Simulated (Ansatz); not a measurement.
Problem. Name crystals whose computed values (the program Ansatz at the LDA level (PAW)) fall in these windows: electron conductivity mass (mₑ) 0.26 to 0.34; highest Γ mode, no LO–TO term (cm⁻¹) 360 to 520; ε0 9.6 to 12.

Solution. 

```json
[
 {"crystal": "AlP, wurtzite", "electron conductivity mass (mₑ)": "0.31", "highest Γ mode, no LO–TO term (cm⁻¹)": "439", "ε0": "10.6"},
 {"crystal": "AlP, zinc blende", "electron conductivity mass (mₑ)": "0.31", "highest Γ mode, no LO–TO term (cm⁻¹)": "440", "ε0": "10.5"},
 {"crystal": "AlAs, wurtzite", "electron conductivity mass (mₑ)": "0.29", "highest Γ mode, no LO–TO term (cm⁻¹)": "364", "ε0": "11.5"}
]
```
Others may fit too.

Not the usual ambient phase: AlP, wurtzite; AlAs, wurtzite. All cells were relaxed under the symmetry of their starts (and spin orders); stability against distortions was not tested throughout. Spin–orbit coupling is left out wherever it is not named.

Potentials: the later of the program's two PAW sets.
